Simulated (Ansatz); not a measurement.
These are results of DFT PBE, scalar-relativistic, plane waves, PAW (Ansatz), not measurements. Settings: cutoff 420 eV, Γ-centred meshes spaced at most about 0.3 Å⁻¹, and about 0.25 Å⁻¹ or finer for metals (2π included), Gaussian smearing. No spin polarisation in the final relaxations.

All energies are static (0 K, no zero-point motion).

Two relaxed structures of Ti3Al4Ni:

A.

```
CELL_PARAMETERS angstrom
2.83669 0.00000 0.00000
0.00000 2.83669 0.00000
0.00000 0.00000 15.10153
ATOMIC_POSITIONS crystal
Ti 0.00000 0.00000 0.00000
Ti 0.00000 0.00000 0.26926
Ti 0.00000 0.00000 0.73074
Al 0.50000 0.50000 0.13465
Al 0.50000 0.50000 0.40165
Al 0.50000 0.50000 0.59835
Al 0.50000 0.50000 0.86535
Ni 0.00000 0.00000 0.50000
```

B.

```
CELL_PARAMETERS angstrom
-3.12460 3.12460 3.12460
3.12460 -3.12460 3.12460
3.12460 3.12460 -3.12460
ATOMIC_POSITIONS crystal
Ti 0.00000 0.50000 0.50000
Ti 0.50000 0.50000 0.00000
Ti 0.50000 0.00000 0.50000
Al 0.50000 0.00000 0.00000
Al 0.00000 0.00000 0.50000
Al 0.50000 0.50000 0.50000
Al 0.00000 0.50000 0.00000
Ni 0.00000 0.00000 0.00000
```

Task: Which is lower in energy, and by how much?

Result: A is lower, by 138 meV/atom. A has space group P4/mmm (No. 123), 15.2 Å³/atom and no gap on its mesh; B has space group Im-3m (No. 229), 15.3 Å³/atom and no gap. Counting all near atoms (those within 1.25 times the shortest distance at each site; a plus sign parts nearer from farther groups; a slash parts the counts of unlike sites), A has Ti 12/12+1, Al 12/4+9, Ni 8+4 and B has Ti 8+6, Al 8+6, Ni 8+6. In A, Ti on a site of symmetry 4/mmm has 4 Ti at 2.84 Å and 8 Al at 2.86 Å; Al on its first site has 4 Al at 2.84 Å and 8 Ti at 2.86 Å; Ni has 8 Al at 2.50 Å and 4 Ni at 2.84 Å; 2 more sites not described. In B, Ti has 8 Al at 2.71 Å, 2 Ni at 3.12 Å and 4 Ti at 3.12 Å; Al is surrounded by 2 Ni at 2.71 Å, 6 Ti at 2.71 Å and 6 Al at 3.12 Å; around Ni lie 8 Al at 2.71 Å and 6 Ti at 3.12 Å. Both come from invented guesses.

Trial moments died out on the coarse mesh in P4/mmm and Im-3m; another magnetic start might hold. With atoms moved at random, P4/mmm came back. Other cells relaxed within their symmetry can be saddle points.
